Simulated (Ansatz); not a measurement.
YPt3:
```yaml
crystal:
  lattice:
    - [-2.05291, 2.05291, 4.23512]
    - [2.05291, -2.05291, 4.23512]
    - [2.05291, 2.05291, -4.23512]
  atoms:
    - { symbol: Pt, position: [0.50000, 0.50000, 0.00000] }
    - { symbol: Pt, position: [0.75000, 0.25000, 0.50000] }
    - { symbol: Pt, position: [0.25000, 0.75000, 0.50000] }
    - { symbol: Y, position: [0.00000, 0.00000, 0.00000] }
```

Relaxed with PBE. Special points in fractions of this cell's reciprocal vectors: Γ (0.000, 0.000, 0.000); X (0.000, 0.000, 0.500); P (0.250, 0.250, 0.250); N (0.000, 0.500, 0.000); M (0.500, 0.500, -0.500); S (0.309, 0.691, -0.309); S0 (-0.309, 0.309, 0.309); R (-0.117, 0.117, 0.500); G (0.500, 0.500, -0.117).

**Question.** List the band energies nearest the Fermi level at these points for DFT-PBE in the program Ansatz with PAW potentials.

**Answer.** In eV from the Fermi level; about four levels below and three above (degenerate sets whole), none deeper than 8.9 eV; points with the same levels are listed once.

```csv
k,below,above
Γ,-1.47 -1.47 -1.30 -0.51,0.62 2.61 2.68
X,-1.41 -1.21 -0.67 -0.16,0.75 1.40 1.99
P,-1.15 -1.15 -1.09 -0.49 -0.35,1.91 1.91 3.08 3.08
N,-1.62 -1.46 -1.41 -0.28,0.16 0.69 2.51
M,-0.47 -0.47 -0.46 -0.12,0.62 3.13 3.13
S,-1.37 -1.37 -1.34 -0.56 -0.21,0.33 2.78 4.27
R,-1.08 -0.79 -0.73 -0.59,0.13 0.69 2.03
```

Space group I4/mmm. A made-up cell: these elements were put on the sites of a structure type; neither database checked (COD, Materials Project) lists it. COD files the formula under space group No. 221. Its standing as an ambient phase is unchecked. Symmetry was held in the PBE relaxation; its stability against distortions is not shown here. No spin polarisation was allowed. Scalar-relativistic: spin–orbit coupling is off unless named, which matters more the heavier the elements.

Potentials: the earlier of the program's two PAW sets.
